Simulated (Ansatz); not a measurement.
# W$_{3}$N$_{4}$: equilibrium cell

Method: Ansatz, DFT PBE, scalar-relativistic, plane waves, PAW. Each run relaxes cell and atoms to zero pressure from this start:

```
W N
1.0
     4.12200    0.00000    0.00000
     0.00000    4.12200    0.00000
     0.00000    0.00000    4.12200
W N
3 4
Direct
  0.50000 0.50000 0.00000
  0.00000 0.50000 0.50000
  0.50000 0.00000 0.50000
  0.50000 0.50000 0.50000
  0.50000 0.00000 0.00000
  0.00000 0.50000 0.00000
  0.00000 0.00000 0.50000
```

| Quantity | Value |
| --- | --- |
| Γ-centred k-mesh | 10×10×10 |
| occupation rule | Gaussian smearing, 0.1 eV |
| spin treatment | unpolarised |

Lengths are those of the conventional cell, space group Pm-3m. The stress that the relaxation follows holds a correction for the finite cutoff (Pulay stress).

```json
{"cutoff (eV)": "200", "a (Å)": "4.225", "volume (Å³/atom)": "10.78", "gap on mesh (eV)": "metal"}
{"cutoff (eV)": "250", "a (Å)": "4.202", "volume (Å³/atom)": "10.60", "gap on mesh (eV)": "metal"}
{"cutoff (eV)": "350", "a (Å)": "4.215", "volume (Å³/atom)": "10.70", "gap on mesh (eV)": "metal"}
{"cutoff (eV)": "420", "a (Å)": "4.215", "volume (Å³/atom)": "10.70", "gap on mesh (eV)": "metal"}
```

**Question.** What does 300 give?

**Answer.** It gives:

```csv
cutoff (eV),a (Å),volume (Å³/atom),gap on mesh (eV)
300,4.216,10.70,metal
```

Cost: 5 runs of about 12 core-minutes in all, on Intel Xeon Processor @ 2.50GHz (Skylake/Cascade Lake) (shared hosts).